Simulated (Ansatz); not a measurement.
**Question.** Name crystals whose computed values (plane-wave PAW PBEsol (Ansatz code)) fall in these windows: G_Hill (GPa) 20 to 26; Θ_D (K) 250 to 360.

**Answer.** 

```tsv
crystal	G_Hill (GPa)	Θ_D (K)
CuO, Cccm (Cu on 4e, O on 4b)	24.3	304
CsAlMo2O8, P-3m1 (Pearson symbol hP12)	23.9	320
K2LiRhF6, Fm-3m (K on 8c, Li on 4b, Rh on 4a, F on 24e)	24.8	358
Na4IrO4, I4/m (Na on 8h, Ir on 2a, O on 8h)	25.5	321
```
Others may fit too.

Spin orders computed, not proven ground states: Na4IrO4, I4/m (Na on 8h, Ir on 2a, O on 8h) antiferromagnetic. Not the usual ambient phase: CuO, Cccm (Cu on 4e, O on 4b). Standing as an ambient phase not checked: CsAlMo2O8, P-3m1 (Pearson symbol hP12); K2LiRhF6, Fm-3m (K on 8c, Li on 4b, Rh on 4a, F on 24e); Na4IrO4, I4/m (Na on 8h, Ir on 2a, O on 8h). All cells were relaxed under the symmetry of their starts (and spin orders); stability against distortions was not tested throughout. Rows with no word on spin ran without spin polarisation. No Hubbard U is applied. Spin–orbit coupling is left out wherever it is not named.

Potentials: the later of the program's two PAW sets.
